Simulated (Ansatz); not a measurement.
Ba$_{3}$Cd$_{2}$As$_{4}$:
```cif
data_As4Ba3Cd2
_chemical_formula_sum 'Ba3 Cd2 As4'
_space_group_name_H-M_alt 'P 1'
_space_group_IT_number 1
_cell_length_a 8.89935
_cell_length_b 8.89935
_cell_length_c 7.34928
_cell_angle_alpha 68.457
_cell_angle_beta 111.543
_cell_angle_gamma 149.876
loop_
_space_group_symop_operation_xyz
  'x, y, z'
loop_
_atom_site_label
_atom_site_type_symbol
_atom_site_fract_x
_atom_site_fract_y
_atom_site_fract_z
_atom_site_occupancy
Ba1 Ba 0.14215 0.85785 0.57755 1
Ba2 Ba 0.85785 0.14215 0.42245 1
Ba3 Ba 0.00000 0.00000 0.00000 1
Cd1 Cd 0.33066 0.66934 0.02973 1
Cd2 Cd 0.66934 0.33066 0.97027 1
As1 As 0.20707 0.79293 0.18959 1
As2 As 0.79293 0.20707 0.81041 1
As3 As 0.49408 0.50592 0.32617 1
As4 As 0.50592 0.49408 0.67383 1
```

Relaxed with r²SCAN.

Question: Which orbitals make up the states near the Fermi level in plane-wave PAW r²SCAN (Ansatz code)?

Answer: Within 0.5 eV of the Fermi level: As 4p 74 %, outside the projected shells 17 %. Projections are on Löwdin-orthogonalised atomic valence shells; empty p or d shells of many metals are not among them.

Question: Tabulate the density of states.

Answer: States/eV per cell of 9 atoms, in 0.25 eV bins, energy from the Fermi level.

| E (eV) | total | As 4p | Cd 5s | Ba 6s |
|---|---|---|---|---|
| -7.85 | 0.00 | 0.00 | 0.00 | 0.00 |
| -7.60 | 0.00 | 0.00 | 0.00 | 0.00 |
| -7.35 | 0.00 | 0.00 | 0.00 | 0.00 |
| -7.10 | 0.00 | 0.00 | 0.00 | 0.00 |
| -6.85 | 0.00 | 0.00 | 0.00 | 0.00 |
| -6.60 | 0.00 | 0.00 | 0.00 | 0.00 |
| -6.35 | 0.00 | 0.00 | 0.00 | 0.00 |
| -6.10 | 0.00 | 0.00 | 0.00 | 0.00 |
| -5.85 | 0.00 | 0.00 | 0.00 | 0.00 |
| -5.60 | 0.00 | 0.00 | 0.00 | 0.00 |
| -5.35 | 0.00 | 0.00 | 0.00 | 0.00 |
| -5.10 | 0.00 | 0.00 | 0.00 | 0.00 |
| -4.85 | 0.00 | 0.00 | 0.00 | 0.00 |
| -4.60 | 1.75 | 0.92 | 0.67 | 0.03 |
| -4.35 | 4.56 | 2.49 | 1.52 | 0.14 |
| -4.10 | 6.04 | 3.39 | 1.60 | 0.35 |
| -3.85 | 3.60 | 2.08 | 0.91 | 0.11 |
| -3.60 | 0.06 | 0.03 | 0.01 | 0.00 |
| -3.35 | 2.03 | 1.61 | 0.07 | 0.15 |
| -3.10 | 4.65 | 3.67 | 0.13 | 0.38 |
| -2.85 | 5.20 | 4.16 | 0.15 | 0.33 |
| -2.60 | 3.58 | 2.92 | 0.11 | 0.20 |
| -2.35 | 6.50 | 5.62 | 0.12 | 0.19 |
| -2.10 | 6.82 | 5.72 | 0.10 | 0.23 |
| -1.85 | 9.76 | 8.27 | 0.11 | 0.21 |
| -1.60 | 6.13 | 5.20 | 0.07 | 0.12 |
| -1.35 | 4.52 | 3.83 | 0.04 | 0.07 |
| -1.10 | 6.66 | 5.64 | 0.06 | 0.12 |
| -0.85 | 9.55 | 8.26 | 0.04 | 0.11 |
| -0.60 | 4.55 | 3.95 | 0.01 | 0.06 |
| -0.35 | 1.39 | 1.22 | 0.00 | 0.01 |
| -0.10 | 0.67 | 0.53 | 0.01 | 0.02 |
| 0.15 | 0.59 | 0.32 | 0.02 | 0.03 |
| 0.40 | 0.61 | 0.27 | 0.02 | 0.04 |
| 0.65 | 0.74 | 0.31 | 0.04 | 0.05 |
| 0.90 | 1.06 | 0.40 | 0.08 | 0.07 |
| 1.15 | 1.56 | 0.58 | 0.16 | 0.07 |
| 1.40 | 4.81 | 1.76 | 0.71 | 0.17 |
| 1.65 | 4.61 | 0.78 | 0.59 | 0.23 |
| 1.90 | 4.94 | 0.67 | 0.54 | 0.33 |
| 2.15 | 5.70 | 0.89 | 0.57 | 0.35 |
| 2.40 | 6.13 | 0.97 | 0.62 | 0.38 |
| 2.65 | 6.29 | 0.91 | 0.58 | 0.46 |
| 2.90 | 8.75 | 1.10 | 0.73 | 0.63 |
| 3.15 | 7.87 | 0.92 | 0.57 | 0.53 |
| 3.40 | 7.15 | 0.63 | 0.27 | 0.56 |
| 3.65 | 7.32 | 0.51 | 0.20 | 0.57 |
| 3.90 | 7.70 | 0.52 | 0.18 | 0.58 |
| 4.15 | 8.10 | 0.50 | 0.14 | 0.58 |
| 4.40 | 8.62 | 0.51 | 0.14 | 0.63 |
| 4.65 | 9.58 | 0.53 | 0.14 | 0.63 |

Space group C2/m. The workflow started from an entry of the Crystallography Open Database (COD, 296 K). Its standing as an ambient phase is unchecked. The cell was relaxed with r²SCAN under the symmetry of its start; whether a distortion lowers the energy is not shown. Spin–orbit coupling is left out wherever it is not named.

Potentials: the later of the program's two PAW sets.
